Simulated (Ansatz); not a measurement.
# Property card for TiB4

Level of theory: DFT PBE, scalar-relativistic, plane waves, PAW in Ansatz.

Settings: cutoff 420 eV, Γ-centred mesh 12×12×12 on the computed 5-atom cell, Gaussian smearing of 0.10 eV; no spin polarisation.

The structure is relaxed at this level of theory with its symmetry kept, and needn't be the ground state of this composition.

```yaml
crystal:
  lattice:
    - [1.55651, -4.36525, 0.00000]
    - [1.55651, 4.36525, 0.00000]
    - [0.00000, 0.00000, 3.06343]
  atoms:
    - { symbol: Ti, position: [0.00000, 0.00000, 0.00000] }
    - { symbol: B, position: [0.59608, 0.40392, 0.50000] }
    - { symbol: B, position: [0.29900, 0.70100, 0.00000] }
    - { symbol: B, position: [0.70100, 0.29900, 0.00000] }
    - { symbol: B, position: [0.40392, 0.59608, 0.50000] }
```

- Space group: Cmmm (No. 65)
- Volume per atom: 8.33 Å³
- Formation energy from the elements' standard states (uncorrected): -0.345 eV/atom
- Kohn–Sham band gap: none (metal)
- Density of states at the Fermi level: 1.0 states/eV per cell
- Orbital (Löwdin) character within 0.5 eV of the Fermi level: B 2p 54 %, Ti 3d 42 %
- Bader charge by site (e): Ti (1 in the cell) 1.52, B (2 in the cell) -0.50, B (2 in the cell) -0.26

The cell was found from a structure generator's guess, not taken from experiment. Löwdin shares on free-atom orbitals overweight diffuse shells.
